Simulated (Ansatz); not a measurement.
# Sr₂MnGe₂S₆O: Coordination and ³³S quadrupole coupling

Cell: a refined structure from the COD, ions relaxed with PBE at fixed cell.

```
CELL_PARAMETERS angstrom
9.52060 0.00000 0.00000
0.00000 9.52060 0.00000
0.00000 0.00000 6.20020
ATOMIC_POSITIONS crystal
Sr 0.15729 0.65729 0.50260
Sr 0.65729 0.84271 0.49740
Sr 0.84271 0.34271 0.50260
Sr 0.34271 0.15729 0.49740
Mn 0.00000 0.00000 0.00000
Mn 0.50000 0.50000 0.00000
Ge 0.62664 0.12664 0.91852
Ge 0.12664 0.37336 0.08148
Ge 0.37336 0.87336 0.91852
Ge 0.87336 0.62664 0.08148
S 0.63427 0.13427 0.26822
S 0.13427 0.36573 0.73178
S 0.36573 0.86573 0.26822
S 0.86573 0.63427 0.73178
S 0.06294 0.17661 0.25149
S 0.17661 0.93706 0.74851
S 0.93706 0.82339 0.25149
S 0.82339 0.06294 0.74851
S 0.56294 0.32339 0.74851
S 0.67661 0.56294 0.25149
S 0.43706 0.67661 0.74851
S 0.32339 0.43706 0.25149
O 0.00000 0.50000 0.20419
O 0.50000 0.00000 0.79581
```

Atom numbers follow the list; atoms alike are taken as one site, whose name carries the number of the first.

Computed with Ansatz: DFT, PBE, plane waves and PAW, scalar-relativistic, collinear spin, 420 eV cutoff, Γ-centred 2×2×4 k-points, Fermi–Dirac smearing 0.02 eV. Start moments as typed (μB): 0 0 0 0 5 -5 0 0 0 0 0 0 0 0 0 0 0 0 0 0 0 0 0 0 by atom.

Q(³³S) = -69.40 mb.

Problem. Order the S environments from the weakest to the strongest quadrupole coupling.
A. S11: 1 Ge at 2.17 Å; also 3 Sr at 3.13–3.16 Å
B. S15: 1 Ge at 2.23 Å, 1 Mn at 2.37 Å, angle 111°; also 2 Sr at 3.05–3.07 Å

Solution. B (22.6 MHz, η = 0.25), A (30.1 MHz, η = 0.07).

At S15 V_zz points along the shorter of its two bonds, to Ge (within 1°). At S11 V_zz points along its bond to Ge (within 2°). Like point charges on the first shell alone (each adding as 1/d³) would give the same order.

The magnetic order is the one that the run reached from its start moments, not necessarily the measured one.
